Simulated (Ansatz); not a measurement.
CdS (zinc blende)

```yaml
crystal:
  lattice:
    - [0.00000, 2.91217, 2.91217]
    - [2.91217, 0.00000, 2.91217]
    - [2.91217, 2.91217, 0.00000]
  atoms:
    - { symbol: S, position: [0.75000, 0.75000, 0.75000] }
    - { symbol: Cd, position: [0.00000, 0.00000, 0.00000] }
```

The slice is a {100} plane (indices of the conventional cell) through the point (0.750, 0.750, 0.750) (fractional), spanned by u = [100] and v = [0 1 -1] in vectors of this cell: u (4.12 Å) and v (4.12 Å, at 90° to u). It covers one period; positions are fractions (u, v).

Level of theory: PBEsol (plane waves to 420 eV, PAW, scalar-relativistic; Ansatz, a quantum-chemistry and plane-wave program). k mesh 10×10×10. Inside the PAW spheres the values are not all-electron values, and peaks at nuclei hang on which shells count as valence. CdS was relaxed with its symmetry unable to fall.

### Question
Sketch the valence electron density on this plane as a map.

### Answer
```
|7899999887766666667788999998|
|9999999887766666667788999999|
|9999998877666666666778899999|
|9999998877666666666778899999|
|9999988776665555566677889999|
|9998887766655555556667788899|
|8888877666555555555666778888|
|8887776665554444455566677788|
|7777766655544444445556667777|
|7776666555444444444555666677|
|6666665554444333444455566666|
|6666655544443333344445556666|
|6666655544433333334445556666|
|6666655544433333334445556666|
|6666655544433333334445556666|
|6666655544443333344445556666|
|6666665554444333444455566666|
|7776666555444444444555666677|
|7777766655544444445556667777|
|8887776665554444455566677788|
|8888877666555555555666778888|
|9998887766655555556667788899|
|9999988776665555566677889999|
|9999998877666666666778899999|
|9999998877666666666778899999|
|9999999887766666667788999999|
|7899999887766666667788999998|
|0799999887766666667788999997|
```
Scale: ten equal steps from -3.00 (start of '0') to 0.05 (end of '9'), in the order '0123456789'. Values: log₁₀ of the valence density in e/Å³. The map has 28 points along u (one character each, u = 0 at the left) and 28 along v (v = 0 in the bottom row). The scale is logarithmic, as a density can span decades between atoms and voids; values under 0.001 e/Å³ are set to 0.001.
